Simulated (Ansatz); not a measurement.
**SCF log, Zr$_{2}$Ni**

The cell (6 atoms) is Zr$_{2}$Ni as a measured crystal structure (space group I4/mcm). Source: COD entry 1539772; the sample's temperature and pressure aren't taken into account, and it need not be the stable phase.

All numbers below come from DFT, LDA, PAW, plane waves, scalar-relativistic in Ansatz development build ahead of 0.2.0.

Input file:

```yaml
crystal:
  lattice:
    - [-3.24375, 3.24375, 2.6328]
    - [3.24375, -3.24375, 2.6328]
    - [3.24375, 3.24375, -2.6328]
  atoms:
    - { symbol: Zr, position: [0.1641, 0.6641, 0.8282] }
    - { symbol: Zr, position: [0.6641, 0.8359, 0.5] }
    - { symbol: Zr, position: [0.8359, 0.3359, 0.1718] }
    - { symbol: Zr, position: [0.3359, 0.1641, 0.5] }
    - { symbol: Ni, position: [0.75, 0.75, 0.0], spin: 2.0, spin_axis: [0.0, 0.0, 2.0] }
    - { symbol: Ni, position: [0.25, 0.25, 0.0], spin: 2.0, spin_axis: [2.0, 0.0, 0.0] }
hamiltonian:
  xc: lda
  pseudopotentials: { kind: paw }
basis:
  ecutwfc: 420
kpoints:
  mp_grid: { grid: [4, 4, 3] }
scf:
  occupations: { method: fermi_dirac, width: 0.05 }
  lower_state_search: "off"
  max_iter: 150
output:
  forces: true
  stress: true
  write_density: true
  write_potential: true
  elf: true
  volumetric_format: npy
magnetization:
  noncollinear: true
```

Command:
```sh
ansatz run input.yaml --threads 4 --pin off --max-ram 9216MiB --backend cpu --events-out ev --progress --plain --runs-dir out
```

Output (shortened):

```
Warning: crystal.symmetry: narrowed to the stabiliser of the k-point mesh — unitary ops 16 → 4, anti-unitary 16 → 4; excluded 24 operations that carry a point of the 4×4×3 mesh (shift [0, 0, 0]) off the mesh (the run samples exactly the mesh kpoints.mp_grid names, as under crystal.symmetry.detect: false, and its converged state has the mesh's symmetry, not the crystal's; [...]
Pseudopotentials: kind: paw
Pseudopotential: Zr, paw, valence charge 12, recommended cutoff 420 eV (normal), Zr.paw.azcp
Pseudopotential: Ni, paw, valence charge 18, recommended cutoff 420 eV (normal), Ni.paw.azcp
Functional definition: SPW92
Crystal: 6 atoms, lattice volume = 110.808 Å³
Basis set: ecut = 420 eV, 2161 PW (Γ)
Bands: 102, of which v1, the nominal top of the filled ones, is band 84 counted from 1 (83 counted from 0)
Symmetry: 4 space group operations + 4 with time reversal
Moments: of one size on atoms that these operations exchange, one fixing the others by the rotation that the starting moments gave each, and all in one plane where the starting moments lie in one or along one axis (crystal.symmetry.detect: false holds none)
k-points: 17 of 48
Non-local potential: Zr, projectors of the file, l = 0: 3, l = 1: 2, l = 2: 2, l = 3: 2
Non-local potential: Ni, projectors of the file, l = 0: 3, l = 1: 2, l = 2: 3, l = 3: 1
PAW frozen core: Zr, regenerated for the run's functional, and the local potential with it (the file was generated under x = pbe(κ = 0.804, μ = 0.2195149727645171), c = pbe(β = 0.06672455060314922))
PAW frozen core: Ni, regenerated for the run's functional, and the local potential with it (the file was generated under x = pbe(κ = 0.804, μ = 0.2195149727645171), c = pbe(β = 0.06672455060314922))
Initial density: superposition of atomic densities (chi_scale 0.1, normalization cell, long waves kept (reshape's long-wave potential 0.00 eV rms))
Starting moments: Σ|m| = 4 μB on 2 of 6 sites
Initial wavefunctions: pseudopotential atomic-orbital guess
Functional: x = slater, c = lda
SCF iter   1: F=—  HF=-27858.033656 eV  |F-HF|=—  |Δ(HF+E_count)|=         —  Δρ=9.43e-2  dr2=4.50e0  dr2_m=4.52e0  ethr=3.10e-3  |M|=8.55e-1 ∫|m|=1.90e0 μB  |m|>n=0.0e0 m-floor=0.0e0 τ_xc=5.1e-19  β_m=0.30  ⟨swp⟩=5.2  Hψ=5316  notcnv=0  defer=15
preconditioner: auto → Kerker (q_TF=auto, 2.605 Å⁻¹)  [metal: Δε(μ)=0.004 eV  Ē_g=13.299 eV  σ=0.050 eV  W_gap=0.02  n_scr=34 (ndim 8)  ℏωp=27.3 eV  f_vac=0.000  D(μ)=6.80/eV (n_scr^D=70)]
spin=Noncollinear: Kerker preconditioning applied to the charge; magnetization (m_x, m_y, m_z) channels mix plain (no charge-response kernel on spin).
SCF iter   2: F=—  HF=-27858.482602 eV  |F-HF|=—  |Δ(HF+E_count)|=   4.49e-1  Δρ=1.06e-1  dr2=7.10e0  dr2_m=5.69e0  ethr=3.10e-3  |M|=3.98e-1 ∫|m|=9.60e-1 μB  |m|>n=0.0e0 m-floor=0.0e0 τ_xc=9.1e-20  β_m=0.30  ⟨swp⟩=2.6  Hψ=3536  notcnv=0  defer=56
SCF iter   3: F=—  HF=-27858.289667 eV  |F-HF|=—  |Δ(HF+E_count)|=   1.93e-1  Δρ=7.14e-2  dr2=6.78e-1  dr2_m=2.59e0  ethr=3.10e-3  |M|=4.17e-1 ∫|m|=1.04e0 μB  |m|>n=0.0e0 m-floor=0.0e0 τ_xc=5.6e-20  β_m=0.30  ⟨swp⟩=2.4  Hψ=2630  notcnv=0  defer=54
SCF iter   4: F=—  HF=-27858.455594 eV  |F-HF|=—  |Δ(HF+E_count)|=   1.66e-1  Δρ=4.94e-2  dr2=2.04e0  dr2_m=1.24e0  ethr=8.07e-4  |M|=3.98e-1 ∫|m|=1.08e0 μB  |m|>n=0.0e0 m-floor=0.0e0 τ_xc=7.2e-20  β_m=0.30  ⟨swp⟩=3.2  Hψ=3126  notcnv=0  defer=56
SCF iter   5: F=—  HF=-27858.418281 eV  |F-HF|=—  |Δ(HF+E_count)|=   3.73e-2  Δρ=4.64e-2  dr2=1.91e-2  dr2_m=1.09e0  ethr=8.07e-4  |M|=2.67e-1 ∫|m|=8.09e-1 μB  |m|>n=0.0e0 m-floor=0.0e0 τ_xc=8.6e-20  β_m=0.30  ⟨swp⟩=2.5  Hψ=2594  notcnv=0  defer=56
SCF iter   6: F=—  HF=-27858.481684 eV  |F-HF|=—  |Δ(HF+E_count)|=   6.34e-2  Δρ=3.73e-2  dr2=1.47e-2  dr2_m=7.05e-1  ethr=2.27e-5  |M|=2.13e-1 ∫|m|=7.04e-1 μB  |m|>n=0.0e0 m-floor=0.0e0 τ_xc=8.7e-20  β_m=0.30  ⟨swp⟩=2.1  Hψ=2730  notcnv=0  defer=56
SCF iter   7: F=—  HF=-27858.523673 eV  |F-HF|=—  |Δ(HF+E_count)|=   4.20e-2  Δρ=3.08e-2  dr2=4.30e-3  dr2_m=4.80e-1  ethr=1.75e-5  |M|=1.66e-1 ∫|m|=5.97e-1 μB  |m|>n=0.0e0 m-floor=0.0e0 τ_xc=8.3e-20  β_m=0.30  ⟨swp⟩=2.1  Hψ=2441  notcnv=0  defer=56
Mixer restart at iter 7: flushing history
[... 1 iterations left out ...]
SCF iter   9: F=—  HF=-27858.744137 eV  |F-HF|=—  |Δ(HF+E_count)|=   1.92e-1  Δρ=4.99e-2  dr2=2.18e0  dr2_m=2.64e-2  ethr=3.21e-6  |M|=2.97e-2 ∫|m|=2.08e-1 μB  |m|>n=0.0e0 m-floor=0.0e0 τ_xc=3.5e-20  β_m=0.19  ⟨swp⟩=3.6  Hψ=4454  notcnv=0  defer=56  recentre
SCF iter  10: F=—  HF=-27858.595548 eV  |F-HF|=—  |Δ(HF+E_count)|=   1.49e-1  Δρ=1.29e-2  dr2=7.17e-4  dr2_m=8.45e-2  ethr=3.21e-6  |M|=5.38e-2 ∫|m|=2.85e-1 μB  |m|>n=0.0e0 m-floor=0.0e0 τ_xc=5.0e-20  β_m=0.52  ⟨swp⟩=3.2  Hψ=4251  notcnv=0  defer=56
SCF iter  11: F=—  HF=-27858.610804 eV  |F-HF|=—  |Δ(HF+E_count)|=   1.53e-2  Δρ=1.01e-3  dr2=9.51e-4  dr2_m=4.21e-4  ethr=8.53e-7  |M|=1.78e-2 ∫|m|=5.47e-2 μB  |m|>n=0.0e0 m-floor=0.0e0 τ_xc=1.6e-20  β_m=0.76  ⟨swp⟩=2.4  Hψ=3445  notcnv=0  defer=56
SCF iter  12: F=—  HF=-27858.611108 eV  |F-HF|=—  |Δ(HF+E_count)|=   3.04e-4  Δρ=4.13e-4  dr2=5.70e-5  dr2_m=8.68e-5  ethr=8.53e-7  |M|=8.07e-3 ∫|m|=2.43e-2 μB  |m|>n=0.0e0 m-floor=0.0e0 τ_xc=3.3e-21  β_m=0.80  ⟨swp⟩=2.0  Hψ=2135  notcnv=0  defer=56
SCF iter  13: F=—  HF=-27858.611261 eV  |F-HF|=—  |Δ(HF+E_count)|=   1.52e-4  Δρ=1.65e-4  dr2=2.38e-5  dr2_m=1.25e-5  ethr=6.79e-8  |M|=3.68e-3 ∫|m|=6.86e-3 μB  |m|>n=0.0e0 m-floor=0.0e0 τ_xc=4.0e-22  β_m=0.78  ⟨swp⟩=2.0  Hψ=2289  notcnv=0  defer=56
SCF iter  14: F=—  HF=-27858.611267 eV  |F-HF|=—  |Δ(HF+E_count)|=   5.76e-6  Δρ=6.12e-5  dr2=8.05e-7  dr2_m=1.90e-6  ethr=2.83e-8  |M|=2.45e-3 ∫|m|=3.30e-3 μB  |m|>n=0.0e0 m-floor=0.0e0 τ_xc=9.9e-23  β_m=0.79  ⟨swp⟩=2.0  Hψ=2128  notcnv=0  defer=56
SCF iter  15: F=—  HF=-27858.611268 eV  |F-HF|=—  |Δ(HF+E_count)|=   1.19e-6  Δρ=3.70e-5  dr2=1.34e-6  dr2_m=4.10e-7  ethr=9.59e-10  |M|=1.30e-3 ∫|m|=2.27e-3 μB  |m|>n=0.0e0 m-floor=0.0e0 τ_xc=3.3e-23  β_m=0.75  ⟨swp⟩=2.1  Hψ=2954  notcnv=0  defer=56
iter 16 did not close the SCF: its close was put off for a magnetic moment that had not settled (scf_convergence_deferred on its scf_iter line)
SCF iter  16: F=-27858.611268 eV  HF=-27858.611268 eV  |F-HF|=4.31e-9  |Δ(HF+E_count)|=   3.16e-7  Δρ=6.62e-6  dr2=3.27e-8  dr2_m=2.22e-8  ethr=1.19e-10  |M|=4.89e-4 ∫|m|=6.96e-4 μB  |m|>n=0.0e0 m-floor=0.0e0 τ_xc=8.0e-25  β_m=0.88  ⟨swp⟩=11.5  Hψ=11392  notcnv=0
iter 17 did not close the SCF: its close was put off for a magnetic moment that had not settled (scf_convergence_deferred on its scf_iter line)
SCF iter  17: F=-27858.611268 eV  HF=-27858.611268 eV  |F-HF|=8.65e-9  |Δ(HF+E_count)|=   3.31e-8  Δρ=3.87e-6  dr2=1.34e-8  dr2_m=3.17e-9  ethr=3.90e-11  |M|=2.09e-4 ∫|m|=2.77e-4 μB  |m|>n=0.0e0 m-floor=0.0e0 τ_xc=1.5e-25  β_m=0.94  ⟨swp⟩=5.0  Hψ=8975  notcnv=0
iter 18 did not close the SCF: its close was put off for a magnetic moment that had not settled (scf_convergence_deferred on its scf_iter line)
SCF iter  18: F=-27858.611268 eV  HF=-27858.611268 eV  |F-HF|=1.15e-8  |Δ(HF+E_count)|=   6.62e-9  Δρ=3.74e-6  dr2=1.23e-8  dr2_m=1.44e-10  ethr=1.59e-11  |M|=4.45e-5 ∫|m|=5.90e-5 μB  |m|>n=0.0e0 m-floor=0.0e0 τ_xc=6.9e-27  β_m=0.82  ⟨swp⟩=5.0  Hψ=9258  notcnv=0
SCF iter  19: F=-27858.611268 eV  HF=-27858.611268 eV  |F-HF|=1.85e-9  |Δ(HF+E_count)|=  4.55e-10  Δρ=1.49e-6  dr2=2.03e-9  dr2_m=4.16e-11  ethr=1.47e-11  |M|=2.35e-5 ∫|m|=3.05e-5 μB  |m|>n=0.0e0 m-floor=0.0e0 τ_xc=1.9e-27  ⟨swp⟩=4.5  Hψ=7876  notcnv=0
WARN: the starting moments were not kept: the SCF closed with an absolute magnetisation of 3.0e-5 μB, where they sum to 4 μB in size (2 sites). That is at most 0.1 of that sum. Measured as dr2_m measures the in/out step, that magnetisation stands 4.2e-11 eV from none, at or under the dr2_threshold of 1.0e-7 eV: it is no larger than a step whose dr2_m would equal this threshold. The system may hold no moment; this SCF shows only that its start led to no more than that. [...]
SCF 1 converged in 19 iterations: F = -27858.611268 eV  dr2 = 2.03e-9
  greatest PAW one-centre occupation: 1.001 electrons in one spin orbital (limit 2), on the Ni atom at site 5 (counted from 0), in its partial waves of l = 1
SCF converged after 19 iterations
Magnetization: |M| = 0.0000 μB,  M = (-0.0000, +0.0000, -0.0000) μB
Absolute magnetization: 0.0000 μB (∫|m|, with the PAW one-centre terms)
  site 0: m = (-0.0000, +0.0000, -0.0000) μB, |m| = 0.0000 μB  (R = 1.14 Å)
  site 1: m = (-0.0000, +0.0000, -0.0000) μB, |m| = 0.0000 μB  (R = 1.14 Å)
  site 2: m = (-0.0000, +0.0000, -0.0000) μB, |m| = 0.0000 μB  (R = 1.14 Å)
  site 3: m = (-0.0000, -0.0000, -0.0000) μB, |m| = 0.0000 μB  (R = 1.14 Å)
  site 4: m = (+0.0000, -0.0000, +0.0000) μB, |m| = 0.0000 μB  (R = 1.09 Å)
  site 5: m = (+0.0000, +0.0000, +0.0000) μB, |m| = 0.0000 μB  (R = 1.09 Å)
Free energy (F): -27858.611268 eV
Harris-Foulkes:  -27858.611268 eV  (|F-HF|=1.85e-9)
Internal energy: -27858.557228 eV  (E = F + TS)
E sigma→0 (E₀):  -27858.584248 eV
Entropy (-TS):   -0.054040 eV (-9.007 meV/atom)
Fermi energy:    14.909431 eV
--- Per-component energies (eV) ---
  E_band       = -1013.768487
  E_kinetic    = 1902.849858
  E_local      = -11684.421331  (includes V_loc(G=0)·N_el)
  E_nonlocal   = 1610.635499
  E_hartree    = 4761.564704
  E_xc         = -811.928335
  E_vxc        = -982.563945  (∫ρ·V_xc dr)
  E_paw        = -14521.426519  (= ΣΔE_a)
  E_vpaw       = -1383.393342  (= ΣTr[D̂ρ^β])
  E_aug_tail   = 0.000903  (compensation charges beyond the density's cutoff)
  E_ewald      = -9118.181851
  E_core_change = 2.349845  (= ΣΔE_core)
  E_smearing   = -0.054040  (= −TS)
  E_closure    = -0.000000  (closes the sum)
  Σ components = -27858.611268   (vs F -27858.611268, Δ=0.00e0)
--- Forces (eV/Å), atoms counted from 1 ---
  atom   1  Zr    -0.00013190    -0.00013190    -0.08182610
  atom   2  Zr    -0.12887546     0.12887546     0.00000000
  atom   3  Zr     0.00013190     0.00013190     0.08182610
  atom   4  Zr     0.12887546    -0.12887546     0.00000000
  atom   5  Ni     0.01814287    -0.01814287     0.00000000
  atom   6  Ni    -0.01814287     0.01814287     0.00000000
  max |Σ_I F_I| component: 2.78e-17 eV/Å
--- Stress (GPa, compression-positive) ---
       -8.502097       0.058121      -0.147021
        0.058121      -8.502097      -0.147021
       -0.147021      -0.147021      -9.256160
  P = ⅓ Tr σ = -8.7535 GPa (-87.535 kbar)
--- Band table (eV; the first three rows and the last of 17) ---
k-point 0: bands = ["-87.6340", "-87.6340", "-87.6287", "-87.6287", "-48.5137", "-48.5137", "-48.4514", "-48.4514", "-48.4400", "-48.4400", "-48.4364", "-48.4364", "-48.4341", "-48.4341", "-48.4319", "-48.4319", "-33.4640", "-33.4639", "-33.3722", "-33.3722", "-33.2956", "-33.2956", "-33.2852", "-33.2852", "-11.8182", "-11.8182", "-11.7155", "-11.7155", "-11.7130", "-11.7130", "-11.7064", "-11.7064", "-11.6137", "-11.6137", "-11.6021", "-11.6021", "-11.4564", "-11.4564", "-11.3796", "-11.3796", "-11.3477", "-11.3477", "-11.1274", "-11.1274", "-11.1219", "-11.1219", [...]
k-point 1: bands = ["-87.6340", "-87.6340", "-87.6287", "-87.6287", "-48.5137", "-48.5137", "-48.4515", "-48.4514", "-48.4400", "-48.4400", "-48.4365", "-48.4365", "-48.4341", "-48.4341", "-48.4318", "-48.4318", "-33.4386", "-33.4386", "-33.3697", "-33.3697", "-33.3131", "-33.3131", "-33.2955", "-33.2955", "-11.7879", "-11.7879", "-11.7876", "-11.7876", "-11.7175", "-11.7175", "-11.7166", "-11.7166", "-11.5703", "-11.5703", "-11.5066", "-11.5066", "-11.4457", "-11.4457", "-11.3865", "-11.3865", "-11.2756", "-11.2756", "-11.2508", "-11.2508", "-11.1328", "-11.1328", [...]
k-point 2: bands = ["-87.6333", "-87.6333", "-87.6295", "-87.6294", "-48.5044", "-48.5044", "-48.4601", "-48.4601", "-48.4392", "-48.4392", "-48.4362", "-48.4362", "-48.4350", "-48.4350", "-48.4327", "-48.4327", "-33.4369", "-33.4369", "-33.3683", "-33.3683", "-33.3115", "-33.3115", "-33.3005", "-33.3005", "-11.8766", "-11.8766", "-11.8209", "-11.8209", "-11.7535", "-11.7535", "-11.6030", "-11.6030", "-11.5091", "-11.5091", "-11.4985", "-11.4985", "-11.4592", "-11.4592", "-11.3572", "-11.3572", "-11.2839", "-11.2838", "-11.2531", "-11.2531", "-11.1484", "-11.1484", [...]
k-point 16: bands = ["-87.6340", "-87.6340", "-87.6287", "-87.6287", "-48.5137", "-48.5137", "-48.4515", "-48.4514", "-48.4402", "-48.4402", "-48.4365", "-48.4365", "-48.4341", "-48.4341", "-48.4318", "-48.4318", "-33.3868", "-33.3868", "-33.3746", "-33.3746", "-33.3406", "-33.3406", "-33.3144", "-33.3144", "-11.9401", "-11.9401", "-11.8183", "-11.8183", "-11.6895", "-11.6895", "-11.5867", "-11.5867", "-11.5624", "-11.5624", "-11.4926", "-11.4926", "-11.4048", "-11.4048", "-11.3202", "-11.3202", "-11.2867", "-11.2867", "-11.2608", "-11.2608", "-11.1749", "-11.1749", [...]
```

The mesh has less symmetry than the lattice, which lowers the symmetry of the run. The program warns that the starting moments weren't kept.

The run took 30 s on 4 threads of Intel(R) Xeon(R) 6975P-C (Granite Rapids) (shared host), peak memory 0.99 GiB.
